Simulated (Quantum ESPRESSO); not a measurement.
# Zn4F6Cl2: finding a planted mistake in a log

Simulated, not a measurement. The program is pw.x of Quantum ESPRESSO 7.5 (plane-wave density functional theory). The cell is made up: 12 atoms on a rutile lattice, with randomly drawn elements, strain and displacements, not relaxed. PseudoDojo standard norm-conserving files (v0.5 for PBE, v0.4.1 for LDA and PBEsol) set the functional; there is no spin polarisation, spin-orbit coupling or dispersion term, and the masses in the input are unused placeholders.

Intended input:

```
&control calculation='scf', pseudo_dir='./dojo.nc.sr.pbe.v0_5.standard.upf', outdir='./o', disk_io='medium', tprnfor=.true., tstress=.true. /
&system ibrav=0, nat=12, ntyp=3, nbnd=74, ecutwfc=84.00895049, nosym=.true., tot_charge=0,
 occupations='smearing', smearing='fd', degauss=0.0018374661
/
&electrons conv_thr=7.350e-09, electron_maxstep=60, /
ATOMIC_SPECIES
Cl 1.0 Cl.upf
F 1.0 F.upf
Zn 1.0 Zn.upf
CELL_PARAMETERS angstrom
4.9484 0.0315 0.0493
0.0315 4.9812 0.0034
0.0658 0.0045 6.4314
ATOMIC_POSITIONS angstrom
Zn 0.0517 -0.029 0.0018
Zn 2.5278 2.4658 1.6346
Zn 0.0801 0.0093 3.2111
Zn 2.5725 2.5247 4.8503
F 1.4564 1.6073 -0.0563
Cl 3.4537 3.46 0.0251
F 3.9887 0.9912 1.6275
F 0.986 4.0061 1.6461
F 1.5473 1.5136 3.2348
F 3.5148 3.5591 3.3255
Cl 4.0356 0.9478 4.8635
F 1.0552 4.0 4.8621
K_POINTS automatic
5 5 4 1 1 1
```

The log is shortened where brackets say so; the opening notice, blank lines, dates and the lines on written files are dropped, and the path of the files is cut. It prints rydbergs, bohrs and kilobars, and counts compression as positive stress. Where no state is partly filled, the Fermi energy that it prints is only some level between the filled and the empty states on the mesh, and need not lie in the true gap.

Log of the intended run:

```
     Program PWSCF v.7.5
     Parallel version (MPI & OpenMP), running on       1 processor cores
     Number of MPI processes:                 1
     Threads/MPI process:                     1
     [start-up lines left out]
     bravais-lattice index     =            0
     lattice parameter (alat)  =       9.3518  a.u.
     unit-cell volume          =    1069.6433 (a.u.)^3
     number of atoms/cell      =           12
     number of atomic types    =            3
     number of electrons       =       136.00
     number of Kohn-Sham states=           74
     kinetic-energy cutoff     =      84.0090  Ry
     charge density cutoff     =     336.0358  Ry
     scf convergence threshold =      7.3E-09
     mixing beta               =       0.7000
     number of iterations used =            8  plain     mixing
     Exchange-correlation= PBE
                           (   1   4   3   4   0   0   0)
     [axes and pseudopotential details left out]
   Cartesian axes
     site n.     atom                  positions (alat units)
         1        Zn     tau(   1) = (   0.0104471  -0.0058601   0.0003637  )
         2        Zn     tau(   2) = (   0.5107961   0.4982677   0.3303059  )
         3        Zn     tau(   3) = (   0.0161859   0.0018793   0.6488715  )
         4        Zn     tau(   4) = (   0.5198287   0.5101697   0.9801069  )
         5        F      tau(   5) = (   0.2942968   0.3247894  -0.0113766  )
         6        Cl     tau(   6) = (   0.6978940   0.6991670   0.0050720  )
         7        F      tau(   7) = (   0.8060022   0.2002932   0.3288712  )
         8        F      tau(   8) = (   0.1992424   0.8095182   0.3326297  )
         9        F      tau(   9) = (   0.3126651   0.3058553   0.6536606  )
        10        F      tau(  10) = (   0.7102406   0.7191923   0.6719884  )
        11        Cl     tau(  11) = (   0.8154793   0.1915233   0.9827743  )
        12        F      tau(  12) = (   0.2132257   0.8082856   0.9824914  )
     number of k points=    50  Fermi-Dirac smearing, width (Ry)=  0.0018
                       cart. coord. in units 2pi/alat
        k(    1) = (   0.0984314   0.0986611   0.0951072), wk =   0.0400000
        k(    2) = (   0.0965155   0.0985419   0.2874935), wk =   0.0400000
     [further k points left out]
     Dense  grid:   111301 G-vectors     FFT dimensions: (  60,  60,  72)
     Estimated max dynamical RAM per process >     194.49 MB
     Initial potential from superposition of free atoms
     starting charge     135.9994, renormalised to     136.0000
     Starting wfcs are   72 randomized atomic wfcs +    2 random wfcs
     total cpu time spent up to now is       16.1 secs
     per-process dynamical memory:   113.3 Mb
     Self-consistent Calculation
     iteration #  1     ecut=    84.01 Ry     beta= 0.70
     Davidson diagonalization with overlap
     ethr =  1.00E-02,  avg # of iterations =  4.5
     Threshold (ethr) on eigenvalues was too large:
     Diagonalizing with lowered threshold
     Davidson diagonalization with overlap
     ethr =  9.20E-04,  avg # of iterations =  1.0
     total cpu time spent up to now is       97.7 secs
     total energy              =   -2033.78682783 Ry
     estimated scf accuracy    <       1.23485483 Ry
     iteration #  2     ecut=    84.01 Ry     beta= 0.70
     Davidson diagonalization with overlap
     ethr =  9.08E-04,  avg # of iterations =  2.1
     total cpu time spent up to now is      149.1 secs
     total energy              =   -2034.07934162 Ry
     estimated scf accuracy    <       1.21227571 Ry
     [iterations 3 to 8 left out]
     iteration #  9     ecut=    84.01 Ry     beta= 0.70
     Davidson diagonalization with overlap
     ethr =  2.52E-10,  avg # of iterations =  2.0
     total cpu time spent up to now is      517.7 secs
     total energy              =   -2034.33339201 Ry
     estimated scf accuracy    <       0.00000004 Ry
     iteration # 10     ecut=    84.01 Ry     beta= 0.70
     Davidson diagonalization with overlap
     ethr =  2.66E-11,  avg # of iterations =  2.0
     total cpu time spent up to now is      582.8 secs
     End of self-consistent calculation
     [lines on levels left out]
     the Fermi energy is     7.1246 ev
!    total energy              =   -2034.33339202 Ry
     estimated scf accuracy    <          5.1E-09 Ry
     smearing contrib. (-TS)   =       0.00000000 Ry
     internal energy E=F+TS    =   -2034.33339202 Ry
     The total energy is F=E-TS. E is the sum of the following terms:
     one-electron contribution =   -1503.59503299 Ry
     hartree contribution      =     801.33337113 Ry
     xc contribution           =    -264.93689139 Ry
     ewald contribution        =   -1067.13483877 Ry
     convergence has been achieved in  10 iterations
     Forces acting on atoms (cartesian axes, Ry/au):
     atom    1 type  3   force =     0.08659487    0.01946858    0.06895116
     atom    2 type  3   force =    -0.04109702   -0.03947663    0.07819261
     atom    3 type  3   force =     0.03820514   -0.04419658   -0.07601847
     atom    4 type  3   force =    -0.10312549    0.01463496   -0.08968301
     atom    5 type  2   force =    -0.01263799   -0.02320285    0.02280100
     atom    6 type  1   force =     0.03932952    0.05028105    0.04995392
     atom    7 type  2   force =     0.00786696   -0.00596830    0.01075089
     atom    8 type  2   force =    -0.00279401    0.01006646    0.00810757
     atom    9 type  2   force =     0.01699545    0.01793603   -0.01966853
     atom   10 type  2   force =    -0.01364205   -0.02070274   -0.02436223
     atom   11 type  1   force =    -0.03238304    0.03298163   -0.01540234
     atom   12 type  2   force =     0.01668766   -0.01182161   -0.01362259
     Total force =     0.251866     Total SCF correction =     0.000123
     Computing stress (Cartesian axis) and pressure
          total   stress  (Ry/bohr**3)                   (kbar)     P=      113.01
   0.00065764  -0.00004650  -0.00001975           96.74       -6.84       -2.91
  -0.00004650   0.00075566   0.00003575           -6.84      111.16        5.26
  -0.00001975   0.00003575   0.00089132           -2.91        5.26      131.12
     init_run     :     14.71s CPU     16.11s WALL (       1 calls)
     electrons    :    522.24s CPU    566.66s WALL (       1 calls)
     forces       :      8.68s CPU      8.79s WALL (       1 calls)
     stress       :     30.70s CPU     31.72s WALL (       1 calls)
     [timing details left out]
     PWSCF        :   9m36.52s CPU  10m24.05s WALL
     JOB DONE.
```

A second run was made from an input with one planted mistake. Its log:

```
     Program PWSCF v.7.5
     Parallel version (MPI & OpenMP), running on       4 processor cores
     Number of MPI processes:                 4
     Threads/MPI process:                     1
     [start-up lines left out]
     bravais-lattice index     =            0
     lattice parameter (alat)  =       9.3518  a.u.
     unit-cell volume          =    1069.6433 (a.u.)^3
     number of atoms/cell      =           12
     number of atomic types    =            3
     number of electrons       =       136.00
     number of Kohn-Sham states=           74
     kinetic-energy cutoff     =      84.0090  Ry
     charge density cutoff     =     336.0358  Ry
     scf convergence threshold =      7.3E-09
     mixing beta               =       0.7000
     number of iterations used =            8  plain     mixing
     Exchange-correlation= PBE
                           (   1   4   3   4   0   0   0)
     [axes and pseudopotential details left out]
   Cartesian axes
     site n.     atom                  positions (alat units)
         1        Zn     tau(   1) = (   0.0104471  -0.0058601   0.0003637  )
         2        Zn     tau(   2) = (   0.5107961   0.4982677   0.3303059  )
         3        Zn     tau(   3) = (   0.0161859   0.0018793   0.6488715  )
         4        Zn     tau(   4) = (   0.5198287   0.5101697   0.9801069  )
         5        F      tau(   5) = (   0.2942968   0.3247894  -0.0113766  )
         6        F      tau(   6) = (   0.6978940   0.6991670   0.0050720  )
         7        F      tau(   7) = (   0.8060022   0.2002932   0.3288712  )
         8        Cl     tau(   8) = (   0.1992424   0.8095182   0.3326297  )
         9        F      tau(   9) = (   0.3126651   0.3058553   0.6536606  )
        10        F      tau(  10) = (   0.7102406   0.7191923   0.6719884  )
        11        Cl     tau(  11) = (   0.8154793   0.1915233   0.9827743  )
        12        F      tau(  12) = (   0.2132257   0.8082856   0.9824914  )
     number of k points=    50  Fermi-Dirac smearing, width (Ry)=  0.0018
                       cart. coord. in units 2pi/alat
        k(    1) = (   0.0984314   0.0986611   0.0951072), wk =   0.0400000
        k(    2) = (   0.0965155   0.0985419   0.2874935), wk =   0.0400000
     [further k points left out]
     Dense  grid:   111301 G-vectors     FFT dimensions: (  60,  60,  72)
     Estimated max dynamical RAM per process >     398.65 MB
     Estimated total dynamical RAM >       1.48 GB
     Initial potential from superposition of free atoms
     starting charge     135.9994, renormalised to     136.0000
     Starting wfcs are   72 randomized atomic wfcs +    2 random wfcs
     total cpu time spent up to now is        9.5 secs
     per-process dynamical memory:   320.5 Mb
     Self-consistent Calculation
     iteration #  1     ecut=    84.01 Ry     beta= 0.70
     Davidson diagonalization with overlap
     ethr =  1.00E-02,  avg # of iterations =  4.6
     Threshold (ethr) on eigenvalues was too large:
     Diagonalizing with lowered threshold
     Davidson diagonalization with overlap
     ethr =  9.48E-04,  avg # of iterations =  1.0
     total cpu time spent up to now is       51.1 secs
     total energy              =   -2033.78452758 Ry
     estimated scf accuracy    <       1.26970278 Ry
     iteration #  2     ecut=    84.01 Ry     beta= 0.70
     Davidson diagonalization with overlap
     ethr =  9.34E-04,  avg # of iterations =  3.2
     total cpu time spent up to now is       76.7 secs
     total energy              =   -2034.07640846 Ry
     estimated scf accuracy    <       1.32818601 Ry
     [iterations 3 to 8 left out]
     iteration #  9     ecut=    84.01 Ry     beta= 0.70
     Davidson diagonalization with overlap
     ethr =  3.23E-10,  avg # of iterations =  2.0
     total cpu time spent up to now is      255.0 secs
     total energy              =   -2034.35549958 Ry
     estimated scf accuracy    <       0.00000003 Ry
     iteration # 10     ecut=    84.01 Ry     beta= 0.70
     Davidson diagonalization with overlap
     ethr =  2.45E-11,  avg # of iterations =  2.5
     total cpu time spent up to now is      282.4 secs
     End of self-consistent calculation
     [lines on levels left out]
     the Fermi energy is     7.2531 ev
!    total energy              =   -2034.35549959 Ry
     estimated scf accuracy    <          7.1E-09 Ry
     smearing contrib. (-TS)   =       0.00000000 Ry
     internal energy E=F+TS    =   -2034.35549959 Ry
     The total energy is F=E-TS. E is the sum of the following terms:
     one-electron contribution =   -1503.58039800 Ry
     hartree contribution      =     801.27236363 Ry
     xc contribution           =    -264.91262646 Ry
     ewald contribution        =   -1067.13483877 Ry
     convergence has been achieved in  10 iterations
     Forces acting on atoms (cartesian axes, Ry/au):
     atom    1 type  3   force =    -0.00674702    0.01079457   -0.01716698
     atom    2 type  3   force =     0.05446485   -0.04986753   -0.00146858
     atom    3 type  3   force =    -0.01021758    0.01465888    0.02507083
     atom    4 type  3   force =    -0.05678573    0.06217455   -0.00281280
     atom    5 type  2   force =     0.01095606   -0.00104745    0.01461330
     atom    6 type  2   force =    -0.00541954   -0.00715289    0.01035851
     atom    7 type  2   force =    -0.02054895    0.02257243    0.00124805
     atom    8 type  1   force =     0.05442439   -0.05730360   -0.02190527
     atom    9 type  2   force =     0.01730531    0.01677850   -0.00635453
     atom   10 type  2   force =    -0.01979228   -0.02582934   -0.01274901
     atom   11 type  1   force =    -0.03868331    0.03136569    0.01544118
     atom   12 type  2   force =     0.02104380   -0.01714382   -0.00427469
     Total force =     0.165698     Total SCF correction =     0.000090
     Computing stress (Cartesian axis) and pressure
          total   stress  (Ry/bohr**3)                   (kbar)     P=      107.08
   0.00062808  -0.00065443  -0.00008170           92.39      -96.27      -12.02
  -0.00065443   0.00065023   0.00007350          -96.27       95.65       10.81
  -0.00008170   0.00007350   0.00090552          -12.02       10.81      133.21
     init_run     :      9.06s CPU      9.41s WALL (       1 calls)
     electrons    :    266.89s CPU    272.97s WALL (       1 calls)
     forces       :      3.76s CPU      3.80s WALL (       1 calls)
     stress       :     12.58s CPU     12.86s WALL (       1 calls)
     [timing details left out]
     PWSCF        :   4m52.47s CPU   4m59.38s WALL
     JOB DONE.
```

Question: what was wrong in the second input?

Answer: two atoms have their elements exchanged. The input lines that differ, file-writing options aside:

```
- Cl 3.4537 3.46 0.0251
+ F 3.4537 3.46 0.0251
- F 0.986 4.0061 1.6461
+ Cl 0.986 4.0061 1.6461
```

|  | intended run | run with the mistake |
| --- | --- | --- |
| free energy (eV) | -27678.516 | -27678.817 |
| smearing term -TS (eV) | 0.0000 | 0.0000 |
| pressure (GPa) | 11.30 | 10.71 |
| largest force component (eV/Å) | 2.651 | 1.599 |
| largest change of a force component (eV/Å) |  | 2.599 |
| iterations | 10 | 10 |

For scale, a rerun of the intended cell at 1437 eV and a 7 x 7 x 6 mesh moved values by no more than 0.003 eV in energy, 0.02 GPa in stress and 0.002 eV/Å in force.